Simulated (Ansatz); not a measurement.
Starting cell, SnSe₂ (CdI2 type):

```xyz
6
Lattice="7.6514 0.0000 0.0000 -1.9128 3.3132 0.0000 0.0000 0.0000 6.2288" Properties=species:S:1:pos:R:3 pbc="T T T"
Sn     0.0000     0.0000     0.0000
Sn     3.8257     0.0000     0.0000
Se     0.0000     2.2088     1.5757
Se     3.8257     2.2088     1.5757
Se     1.9128     1.1044     4.6531
Se     5.7385     1.1044     4.6531
```

In each cell atom 1 (Sn, nearest neighbour Se at 2.713 Å; its periodic images, 3.8 Å or more away, move with it) moves by s·(1.000, 0.000, 0.000) (along Cartesian x), the rest being held.

These are r2SCAN+rVV10 (plane waves to 500 eV, PAW, scalar-relativistic; Ansatz, a quantum-chemistry and plane-wave program) values and carry that method's errors. k mesh 4×8×5 (Γ-centred), Fermi-Dirac smearing 0.05 eV. Energies are smeared free energies. SnSe2 was relaxed with its symmetry unable to fall. The PAW data are Ansatz's earlier set. ΔE is measured from the undisplaced structure.

| s (Å) | ΔE (meV/cell) |
|---|---|
| -0.270 | 345 |
| -0.216 | 220 |
| -0.162 | 123 |
| -0.108 | 54 |
| -0.054 | 14 |
| 0.000 | 0 |
| 0.054 | 14 |
| 0.108 | 54 |
| 0.162 | 123 |
| 0.216 | 220 |
| 0.270 | 345 |

Problem. What force constant k = d²E/ds² at s = 0 does the table give?

Solution. 9.3 eV/Å². It is the second difference of the nearest points, corrected with the next pair.

Problem. With k = 9.30 eV/Å² from the forces, is the well harmonic out to s = 0.270 Å?

Solution. ½ks² = 339 meV/cell against the computed 345 meV/cell, so the well is close to harmonic there.

(For displaced atoms, the force is minus the slope of the energy, and its curvature is a force constant, which sets phonon frequencies.)
